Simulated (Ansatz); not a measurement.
Cs (hcp (Mg type), space group No. 194), a = 5.133 Å, b = 5.133 Å, c = 8.439 Å, α = 90.00°, β = 90.00°, γ = 120.00°.

Relaxed with LDA.

### Question
Which orbitals make up the states near the Fermi level in LDA in the plane-wave PAW code Ansatz?

### Answer
Within 0.5 eV of the Fermi level: Cs 6s 85 %, outside the projected shells 13 %. Projections are on Löwdin-orthogonalised atomic valence shells; empty p or d shells of many metals are not among them.

### Question
Tabulate the density of states.

### Answer
States/eV per cell of 2 atoms, in 0.25 eV bins, energy from the Fermi level.

```tsv
E (eV)	total	Cs 6s	Cs 5p	Cs 5s
-7.85	0.00	0.00	0.00	0.00
-7.60	0.00	0.00	0.00	0.00
-7.35	0.00	0.00	0.00	0.00
-7.10	0.00	0.00	0.00	0.00
-6.85	0.00	0.00	0.00	0.00
-6.60	0.00	0.00	0.00	0.00
-6.35	0.00	0.00	0.00	0.00
-6.10	0.00	0.00	0.00	0.00
-5.85	0.00	0.00	0.00	0.00
-5.60	0.00	0.00	0.00	0.00
-5.35	0.00	0.00	0.00	0.00
-5.10	0.00	0.00	0.00	0.00
-4.85	0.00	0.00	0.00	0.00
-4.60	0.00	0.00	0.00	0.00
-4.35	0.00	0.00	0.00	0.00
-4.10	0.00	0.00	0.00	0.00
-3.85	0.00	0.00	0.00	0.00
-3.60	0.00	0.00	0.00	0.00
-3.35	0.00	0.00	0.00	0.00
-3.10	0.00	0.00	0.00	0.00
-2.85	0.00	0.00	0.00	0.00
-2.60	0.00	0.00	0.00	0.00
-2.35	0.00	0.00	0.00	0.00
-2.10	0.00	0.00	0.00	0.00
-1.85	0.08	0.07	0.00	0.00
-1.60	0.37	0.36	0.01	0.01
-1.35	0.58	0.55	0.01	0.01
-1.10	0.78	0.74	0.02	0.01
-0.85	1.00	0.95	0.03	0.01
-0.60	1.27	1.19	0.04	0.00
-0.35	1.66	1.54	0.05	0.00
-0.10	2.52	2.26	0.05	0.00
0.15	2.67	2.26	0.04	0.01
0.40	2.74	2.02	0.03	0.02
0.65	2.54	1.08	0.01	0.01
0.90	4.63	0.27	0.00	0.00
1.15	7.31	0.15	0.00	0.00
1.40	3.04	0.07	0.00	0.00
1.65	4.99	0.11	0.00	0.00
1.90	6.95	0.26	0.00	0.00
2.15	4.36	0.11	0.00	0.00
2.40	4.02	0.05	0.00	0.00
2.65	4.43	0.02	0.00	0.00
```

Space group P6_3/mmc (hcp (Mg type)). The workflow started from a Materials Project entry (that database holds measured and hypothetical structures alike); the Crystallography Open Database copy checked does not list it. It is not the phase usual at ambient conditions (space group No. 229). The LDA relaxation kept the symmetry of its start; whether a distortion lowers the energy is not shown. Axis ratios of metals converge slowly with the k-mesh, so a and c are less sure than the volume. Spin–orbit coupling is left out wherever it is not named.

Potentials: the later of the program's two PAW sets.
